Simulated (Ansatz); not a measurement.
**La-139 fingerprints of the forms of SrCaLaBiO6**

All values are calculated (Ansatz; DFT, PBE, plane waves and PAW, scalar-relativistic, 420 eV cutoff), not measured. Q(La-139) = 206.0 mb, I = 7/2. The cells come from the Materials Project (computed, not necessarily observed phases), with the atoms as given or relaxed (PBE, cell held). Forces reach 0.2 eV/Å in them. Spin–orbit coupling is left out, which moves gradients at and beside heavy atoms (Bi, La) by some per cent and at some sites by far more.

Task: Rank the structures by their largest La-139 |C_Q|, smallest first.
A.
SrCaLaBiO6
Space group Pc (No. 7); a = 5.9068, b = 6.1288, c = 10.3574 Å, β = 124.69°.

```csv
site,Wyckoff,site symmetry,x,y,z
Sr,2a,1,0.7637,0.7964,0.7513
Ca,2a,1,0.4995,0.7542,0.0011
La,2a,1,0.2358,0.3071,0.7545
Bi,2a,1,0.9999,0.2471,0.0006
O9,2a,1,0.8928,0.9515,0.0658
O10,2a,1,0.1294,0.4753,0.4318
O13,2a,1,0.7662,0.4450,0.0522
O14,2a,1,0.2350,0.9354,0.4403
O17,2a,1,0.3404,0.6939,0.7376
O18,2a,1,0.6372,0.2022,0.7648
```
B.
SrCaLaBiO6
Space group P-4n2 (No. 118); a = 5.9771, c = 8.6366 Å.

```
site  Wyckoff  site symmetry       x       y       z
  Sr       2d           2.22  0.5000  0.0000  0.2500
  Ca       2b           -4..  0.0000  0.0000  0.5000
  La       2c           2.22  0.0000  0.5000  0.2500
  Bi       2a           -4..  0.0000  0.0000  0.0000
  O9       4e            2..  0.0000  0.0000  0.2436
 O13       8i              1  0.3200  0.1570  0.9866
```

Result: A (65.6 MHz), B (161 MHz).

The crystals are a selection from a larger pool of database entries, not a random sample of it.
